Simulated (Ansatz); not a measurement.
RbBr:
```
RbBr
1.0
    0.00000     3.46297     3.46297
    3.46297     0.00000     3.46297
    3.46297     3.46297     0.00000
Rb Br
1 1
Cartesian
  0.00000   0.00000   0.00000
  3.46297   3.46297   3.46297
```

Relaxed with r²SCAN. Plane-wave PAW r²SCAN (Ansatz code) gives a gap of 4.89 eV.

Question: What gap does HSE06 give on the same cell (Ansatz, PAW)?

Answer: 5.44 eV, 0.55 eV more. The hybrid was solved on a coarser mesh and at special points; its gap is the smallest among all of these.

```tsv
k	v1 r²SCAN	c1 r²SCAN	v1 HSE06	c1 HSE06
Γ	0.00	4.89	0.00	5.44
X	-0.16	6.10	___	___
L	-0.32	7.21	___	___
W	-0.34	7.54	___	___
K	-0.25	6.81	___	___
```

Question: Top valence (v1) and lowest conduction level (c1) in eV from each method's valence maximum (which need not be a listed point): supply the withheld HSE06 values.

Answer: 
- L, v1 HSE06: -0.34
- L, c1 HSE06: 7.87
- W, v1 HSE06: -0.36
- W, c1 HSE06: 8.24
- K, v1 HSE06: -0.26
- K, c1 HSE06: 7.50
- X, v1 HSE06: -0.17
- X, c1 HSE06: 6.78

Cost on shared cores: the r²SCAN run (SCF on a 7×7×7 mesh, then bands and DOS) about 11 core-seconds (a rough figure), the HSE06 run (SCF on 5×5×5, then a few points) about 50 core-seconds (a rough figure); the tasks are unlike.

Space group Fm-3m (rock salt). The r²SCAN relaxation kept the symmetry of its start; phonons on a q-mesh show no instability. Spin–orbit coupling is left out wherever it is not named.

Potentials: the later of the program's two PAW sets.
